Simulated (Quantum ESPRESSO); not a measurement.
# Si2BPC4: finding a planted mistake in a log

Simulated, not a measurement. The program is pw.x of Quantum ESPRESSO 7.5 (plane-wave density functional theory). The cell is made up: 8 atoms on a zincblende/diamond lattice, with randomly drawn elements, strain and displacements, not relaxed. PseudoDojo standard norm-conserving files (v0.5 for PBE, v0.4.1 for LDA and PBEsol) set the functional; there is no spin polarisation, spin-orbit coupling or dispersion term, and the masses in the input are unused placeholders.

Intended input:

```
&control calculation='scf', pseudo_dir='./dojo.nc.sr.pbe.v0_5.standard.upf', outdir='./o', disk_io='low', tprnfor=.true., tstress=.true. /
&system ibrav=0, nat=8, ntyp=4, nbnd=22, ecutwfc=82.02448710, nosym=.true., tot_charge=0,
 occupations='smearing', smearing='fd', degauss=0.0018374661
/
&electrons conv_thr=7.350e-09, electron_maxstep=60, /
ATOMIC_SPECIES
B 1.0 B.upf
C 1.0 C.upf
P 1.0 P.upf
Si 1.0 Si.upf
CELL_PARAMETERS angstrom
4.5249 -0.0047 -0.0296
-0.0047 4.4735 0.0088
-0.0296 0.0088 4.4156
ATOMIC_POSITIONS angstrom
Si -0.0977 0.0301 -0.0347
Si -0.1222 2.2316 2.3002
B 2.1027 0.1387 2.4142
P 2.2768 2.3394 -0.0111
C 1.2234 0.9876 1.1142
C 1.1616 3.368 3.4793
C 3.564 1.065 3.294
C 3.2992 3.4362 0.9987
K_POINTS automatic
4 4 4 1 1 1
```

The log is shortened where brackets say so; the opening notice, blank lines, dates and the lines on written files are dropped, and the path of the files is cut. It prints rydbergs, bohrs and kilobars, and counts compression as positive stress.

Log of the intended run:

```
     Program PWSCF v.7.5
     Parallel version (MPI & OpenMP), running on       4 processor cores
     Number of MPI processes:                 4
     Threads/MPI process:                     1
     [start-up lines left out]
     bravais-lattice index     =            0
     lattice parameter (alat)  =       8.5510  a.u.
     unit-cell volume          =     603.1447 (a.u.)^3
     number of atoms/cell      =            8
     number of atomic types    =            4
     number of electrons       =        32.00
     number of Kohn-Sham states=           22
     kinetic-energy cutoff     =      82.0245  Ry
     charge density cutoff     =     328.0979  Ry
     scf convergence threshold =      7.3E-09
     mixing beta               =       0.7000
     number of iterations used =            8  plain     mixing
     Exchange-correlation= PBE
                           (   1   4   3   4   0   0   0)
     [axes and pseudopotential details left out]
   Cartesian axes
     site n.     atom                  positions (alat units)
         1        Si     tau(   1) = (  -0.0215912   0.0066519  -0.0076685  )
         2        Si     tau(   2) = (  -0.0270055   0.4931714   0.5083316  )
         3        B      tau(   3) = (   0.4646852   0.0306519   0.5335249  )
         4        P      tau(   4) = (   0.5031603   0.5169946  -0.0024530  )
         5        C      tau(   5) = (   0.2703647   0.2182542   0.2462321  )
         6        C      tau(   6) = (   0.2567072   0.7443095   0.7689062  )
         7        C      tau(   7) = (   0.7876244   0.2353592   0.7279559  )
         8        C      tau(   8) = (   0.7291051   0.7593813   0.2207072  )
     number of k points=    32  Fermi-Dirac smearing, width (Ry)=  0.0018
                       cart. coord. in units 2pi/alat
        k(    1) = (   0.1259758   0.1263182   0.1286897), wk =   0.0625000
        k(    2) = (   0.1276513   0.1258160   0.3848958), wk =   0.0625000
     [further k points left out]
     Dense  grid:    60547 G-vectors     FFT dimensions: (  50,  50,  50)
     Estimated max dynamical RAM per process >      89.11 MB
     Estimated total dynamical RAM >     312.09 MB
     Initial potential from superposition of free atoms
     starting charge      31.9982, renormalised to      32.0000
     Starting wfcs are   32 randomized atomic wfcs
     total cpu time spent up to now is        1.0 secs
     per-process dynamical memory:    65.5 Mb
     Self-consistent Calculation
     iteration #  1     ecut=    82.02 Ry     beta= 0.70
     Davidson diagonalization with overlap
     ethr =  1.00E-02,  avg # of iterations =  3.0
     total cpu time spent up to now is        2.0 secs
     total energy              =     -84.01742383 Ry
     estimated scf accuracy    <       1.37407376 Ry
     iteration #  2     ecut=    82.02 Ry     beta= 0.70
     Davidson diagonalization with overlap
     ethr =  4.29E-03,  avg # of iterations =  2.0
     total cpu time spent up to now is        2.9 secs
     total energy              =     -84.40619258 Ry
     estimated scf accuracy    <       0.93417673 Ry
     [iterations 3 to 11 left out]
     iteration # 12     ecut=    82.02 Ry     beta= 0.70
     Davidson diagonalization with overlap
     ethr =  1.01E-10,  avg # of iterations =  1.8
     total cpu time spent up to now is       12.6 secs
     total energy              =     -84.56390453 Ry
     estimated scf accuracy    <       0.00000001 Ry
     iteration # 13     ecut=    82.02 Ry     beta= 0.70
     Davidson diagonalization with overlap
     ethr =  4.31E-11,  avg # of iterations =  2.0
     total cpu time spent up to now is       13.4 secs
     End of self-consistent calculation
     [lines on levels left out]
!    total energy              =     -84.56390453 Ry
     estimated scf accuracy    <          1.6E-10 Ry
     smearing contrib. (-TS)   =      -0.00000000 Ry
     internal energy E=F+TS    =     -84.56390453 Ry
     The total energy is F=E-TS. E is the sum of the following terms:
     one-electron contribution =      16.36724183 Ry
     hartree contribution      =       9.92339450 Ry
     xc contribution           =     -29.48359665 Ry
     ewald contribution        =     -81.37094420 Ry
     convergence has been achieved in  13 iterations
     Forces acting on atoms (cartesian axes, Ry/au):
     atom    1 type  4   force =     0.15005968   -0.09277723    0.15227267
     atom    2 type  4   force =     0.11608477    0.07008952   -0.12372469
     atom    3 type  1   force =     0.03587315   -0.03279115   -0.07977140
     atom    4 type  3   force =     0.00813982   -0.07209621    0.09109591
     atom    5 type  2   force =    -0.02597825    0.07209278    0.06588618
     atom    6 type  2   force =    -0.03348625    0.04475880   -0.12589707
     atom    7 type  2   force =    -0.25529420    0.06132838   -0.06644958
     atom    8 type  2   force =     0.00460128   -0.05060489    0.08658800
     Total force =     0.472140     Total SCF correction =     0.000020
     Computing stress (Cartesian axis) and pressure
          total   stress  (Ry/bohr**3)                   (kbar)     P=     -201.94
  -0.00168814  -0.00029121  -0.00004320         -248.33      -42.84       -6.36
  -0.00029121  -0.00125511  -0.00010174          -42.84     -184.63      -14.97
  -0.00004320  -0.00010174  -0.00117500           -6.36      -14.97     -172.85
     init_run     :      0.93s CPU      0.96s WALL (       1 calls)
     electrons    :     12.36s CPU     12.42s WALL (       1 calls)
     forces       :      0.20s CPU      0.20s WALL (       1 calls)
     stress       :      0.61s CPU      0.61s WALL (       1 calls)
     [timing details left out]
     PWSCF        :     14.16s CPU     14.27s WALL
     JOB DONE.
```

A second run was made from an input with one planted mistake. Its log:

```
     Program PWSCF v.7.5
     Parallel version (MPI & OpenMP), running on       4 processor cores
     Number of MPI processes:                 4
     Threads/MPI process:                     1
     [start-up lines left out]
     bravais-lattice index     =            0
     lattice parameter (alat)  =       8.5510  a.u.
     unit-cell volume          =     603.1447 (a.u.)^3
     number of atoms/cell      =            8
     number of atomic types    =            4
     number of electrons       =        32.00
     number of Kohn-Sham states=           40
     kinetic-energy cutoff     =      82.0245  Ry
     charge density cutoff     =     328.0979  Ry
     scf convergence threshold =      7.3E-09
     mixing beta               =       0.7000
     number of iterations used =            8  plain     mixing
     Exchange-correlation= PBE
                           (   1   4   3   4   0   0   0)
     [axes and pseudopotential details left out]
   Cartesian axes
     site n.     atom                  positions (alat units)
         1        Si     tau(   1) = (  -0.0215912   0.0066519  -0.0076685  )
         2        Si     tau(   2) = (  -0.0270055   0.4931714   0.5083316  )
         3        B      tau(   3) = (   0.4646852   0.0306519   0.5335249  )
         4        P      tau(   4) = (   0.5031603   0.5169946  -0.0024530  )
         5        C      tau(   5) = (   0.2703647   0.2182542   0.2462321  )
         6        C      tau(   6) = (   0.2567072   0.7443095   0.7689062  )
         7        C      tau(   7) = (   0.7876244   0.2353592   0.7279559  )
         8        C      tau(   8) = (   0.7291051   0.7593813   0.2207072  )
     number of k points=    32  Fermi-Dirac smearing, width (Ry)=  0.0323
                       cart. coord. in units 2pi/alat
        k(    1) = (   0.1259758   0.1263182   0.1286897), wk =   0.0625000
        k(    2) = (   0.1276513   0.1258160   0.3848958), wk =   0.0625000
     [further k points left out]
     Dense  grid:    60547 G-vectors     FFT dimensions: (  50,  50,  50)
     Estimated max dynamical RAM per process >     116.35 MB
     Estimated total dynamical RAM >     421.07 MB
     Initial potential from superposition of free atoms
     starting charge      31.9982, renormalised to      32.0000
     Starting wfcs are   32 randomized atomic wfcs +    8 random wfcs
     total cpu time spent up to now is        1.1 secs
     per-process dynamical memory:    87.4 Mb
     Self-consistent Calculation
     iteration #  1     ecut=    82.02 Ry     beta= 0.70
     Davidson diagonalization with overlap
     ethr =  1.00E-02,  avg # of iterations =  7.9
     total cpu time spent up to now is        3.6 secs
     total energy              =     -84.02376567 Ry
     estimated scf accuracy    <       1.39034182 Ry
     iteration #  2     ecut=    82.02 Ry     beta= 0.70
     Davidson diagonalization with overlap
     ethr =  4.34E-03,  avg # of iterations =  2.0
     total cpu time spent up to now is        5.0 secs
     total energy              =     -84.34097671 Ry
     estimated scf accuracy    <       1.18467006 Ry
     [iterations 3 to 9 left out]
     iteration # 10     ecut=    82.02 Ry     beta= 0.70
     Davidson diagonalization with overlap
     ethr =  1.02E-09,  avg # of iterations =  1.8
     total cpu time spent up to now is       16.2 secs
     total energy              =     -84.57411405 Ry
     estimated scf accuracy    <       0.00000004 Ry
     iteration # 11     ecut=    82.02 Ry     beta= 0.70
     Davidson diagonalization with overlap
     ethr =  1.13E-10,  avg # of iterations =  1.9
     total cpu time spent up to now is       17.5 secs
     End of self-consistent calculation
     [lines on levels left out]
!    total energy              =     -84.57411406 Ry
     estimated scf accuracy    <          1.4E-09 Ry
     smearing contrib. (-TS)   =      -0.03436905 Ry
     internal energy E=F+TS    =     -84.53974501 Ry
     The total energy is F=E-TS. E is the sum of the following terms:
     one-electron contribution =      16.41107249 Ry
     hartree contribution      =       9.89215301 Ry
     xc contribution           =     -29.47202631 Ry
     ewald contribution        =     -81.37094420 Ry
     convergence has been achieved in  11 iterations
     Forces acting on atoms (cartesian axes, Ry/au):
     atom    1 type  4   force =     0.14616143   -0.09167224    0.14590064
     atom    2 type  4   force =     0.11080862    0.07133570   -0.11429665
     atom    3 type  1   force =     0.03120853   -0.02818504   -0.07076630
     atom    4 type  3   force =     0.00832470   -0.07172170    0.08226363
     atom    5 type  2   force =    -0.02074319    0.06661274    0.06571586
     atom    6 type  2   force =    -0.03176686    0.04639426   -0.12609732
     atom    7 type  2   force =    -0.25106872    0.05851517   -0.06868139
     atom    8 type  2   force =     0.00707547   -0.05127888    0.08596152
     Total force =     0.457969     Total SCF correction =     0.000064
     Computing stress (Cartesian axis) and pressure
          total   stress  (Ry/bohr**3)                   (kbar)     P=     -196.51
  -0.00164441  -0.00029116  -0.00004049         -241.90      -42.83       -5.96
  -0.00029116  -0.00123981  -0.00013858          -42.83     -182.38      -20.39
  -0.00004049  -0.00013858  -0.00112338           -5.96      -20.39     -165.25
     init_run     :      0.99s CPU      1.03s WALL (       1 calls)
     electrons    :     16.32s CPU     16.40s WALL (       1 calls)
     forces       :      0.27s CPU      0.27s WALL (       1 calls)
     stress       :      0.85s CPU      0.85s WALL (       1 calls)
     [timing details left out]
     PWSCF        :     18.50s CPU     18.64s WALL
     JOB DONE.
```

Question: what was wrong in the second input?

Answer: the smearing is too wide. The input lines that differ, file-writing options aside:

```
- &system ibrav=0, nat=8, ntyp=4, nbnd=22, ecutwfc=82.02448710, nosym=.true., tot_charge=0,
+ &system ibrav=0, nat=8, ntyp=4, nbnd=40, ecutwfc=82.02448710, nosym=.true., tot_charge=0,
-  occupations='smearing', smearing='fd', degauss=0.0018374661
+  occupations='smearing', smearing='fd', degauss=0.0323394035
```

|  | intended run | run with the mistake |
| --- | --- | --- |
| free energy (eV) | -1150.551 | -1150.689 |
| smearing term -TS (eV) | 0.0000 | -0.4676 |
| pressure (GPa) | -20.19 | -19.65 |
| largest force component (eV/Å) | 6.564 | 6.455 |
| largest change of a force component (eV/Å) |  | 0.242 |
| iterations | 13 | 11 |

For scale, a rerun of the intended cell at 1347 eV and a 6 x 6 x 6 mesh moved values by no more than 0.005 eV in energy, 0.08 GPa in stress and 0.008 eV/Å in force. The number of bands, nbnd, was set by rule from the electron count and the smearing, so it follows the mistake.